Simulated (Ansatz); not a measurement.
One crystal and one scan (energy against volume) at two levels, PBE (plane waves to 420 eV, PAW, scalar-relativistic; Ansatz, a program for electronic structure) and r2SCAN (plane waves to 500 eV, PAW, scalar-relativistic; Ansatz), each from its own relaxed cell and on its own mesh.

The crystal is YPb$_{2}$ (space group Cmcm); the cell is scaled evenly about its relaxed volume V₀.

The energy includes the smearing's −TS. Spin-orbit coupling is left out, though Pb is heavy. YPb2 is run without spin polarisation. YPb2 was relaxed with its symmetry unable to fall. With the shape held, the modulus is that of even scaling; a crystal free to change shape is softer. Both scans cover V/V₀ from 0.940 to 1.060.

```csv
quantity,run 1,run 2
Lattice constant a (Å),4.577,4.527
Lattice constant b (Å),16.74,16.83
Lattice constant c (Å),4.546,4.493
Relaxed volume (Å³/atom),29.02,28.52
Pressure at the smallest volume (GPa),3.7,4.0
Bulk modulus at fixed cell shape B₀ (third-order Birch-Murnaghan fit) (GPa),51.4,56.9
Pressure for 5 % compression (fit) (GPa),3.0,3.3
```

Task: Which run is which level?

Result: Run 1 is PBE, run 2 is r2SCAN. PBE gives the higher value for: lattice constant a; lattice constant c; relaxed volume. PBE gives the lower value for: lattice constant b; pressure at the smallest volume; bulk modulus at fixed cell shape B₀; pressure for 5 % compression. Neither level is exact: the differences show how much the result hangs on the functional.

(A scan under strain: stresses follow from slopes of the energy per volume, elastic moduli from its curvatures.)
